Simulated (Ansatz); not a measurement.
Sheets of one type (M2XT2 MXene (fcc sites)-type), r²SCAN+D4 in the plane-wave PAW code Ansatz; HSE06 gaps on those cells.

```tsv
layer	a (Å)	thickness (Å)
Y2NS2	(withheld)	(withheld)
Hf2NS2	3.397	5.63
Ti2NS2	3.174	5.38
W2NS2	3.017	6.04
Zr2NS2	3.436	5.69
Ta2NS2	3.303	5.39
Y2CS2	3.882	5.61
```

### Question
Fill in the missing entries.

### Answer

- Y2NS2, a (Å): 3.717
- Y2NS2, thickness (Å): 5.84

Began spin-polarised and lost the moments: Y2NS2, M2XT2 MXene (fcc sites)-type layer; Hf2NS2, M2XT2 MXene (fcc sites)-type layer; Ti2NS2, M2XT2 MXene (fcc sites)-type layer; W2NS2, M2XT2 MXene (fcc sites)-type layer; Zr2NS2, M2XT2 MXene (fcc sites)-type layer; Ta2NS2, M2XT2 MXene (fcc sites)-type layer. All cells were relaxed under the symmetry of their starts (and spin orders); stability against distortions was not tested throughout. Rows with no word on spin ran without spin polarisation. Spin–orbit coupling is left out wherever it is not named. Constructed layers (a layer type filled with these elements): Y2NS2, M2XT2 MXene (fcc sites)-type layer; Hf2NS2, M2XT2 MXene (fcc sites)-type layer; Ti2NS2, M2XT2 MXene (fcc sites)-type layer; W2NS2, M2XT2 MXene (fcc sites)-type layer; Zr2NS2, M2XT2 MXene (fcc sites)-type layer; Ta2NS2, M2XT2 MXene (fcc sites)-type layer; Y2CS2, M2XT2 MXene (fcc sites)-type layer.

Potentials: the later of the program's two PAW sets.
